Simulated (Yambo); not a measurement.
Yambo run on a free-standing NbIO2 monolayer (symmetry P2_1/m, slab cell 23.7 Å high). The wavefunctions are PBEsol (Quantum ESPRESSO, PseudoDojo norm-conserving, 84 Ry, no spin-orbit coupling) ones on a 4×4×1 mesh (32 occupied bands); a = 3.8926 Å, b = 3.7503 Å, c = 23.7000 Å, α = β = γ = 90.00°.

Yambo input:

```
rim_cut
HF_and_locXC
RandQpts= 1000000
RandGvec= 2 Ry
CUTGeo= "slab z"
EXXRLvcs= 84 Ry
VXCRLvcs= 336 Ry
% QPkrange
 1 | 1 | 32 | 33 |
 3 | 3 | 32 | 33 |
 7 | 7 | 32 | 33 |
 9 | 9 | 32 | 33 |
%
```

k points by index: 1 = Γ, 3 = (0, -0.5), 7 = (-0.5, 0), 9 = (-0.5, -0.5).

Table of the .hf output:

```
#    K-point    Band    Eo [eV]    Ehf [eV]    Vxc [eV]    Vnlxc [eV]
#
    1    32    -0.395174    -2.977543    -12.50736    -15.08973
    1    33    0.873306    5.587731    -15.85088    -11.13645
    3    32    0.000000    -2.140372    -12.30088    -14.44126
    3    33    1.123308    5.924737    -16.03587    -11.23445
    7    32    -0.598744    -2.978609    -12.65499    -15.03485
    7    33    2.011954    7.933182    -16.26051    -10.33928
    9    32    -1.581893    -5.691982    -14.86593    -18.97602
    9    33    2.636394    8.059266    -16.05966    -10.63679
```
Exchange alone, without screening.

Geometry relaxed with PBEsol.

This is a model layer cut from the bulk structure; whether it is stable on its own was not checked.
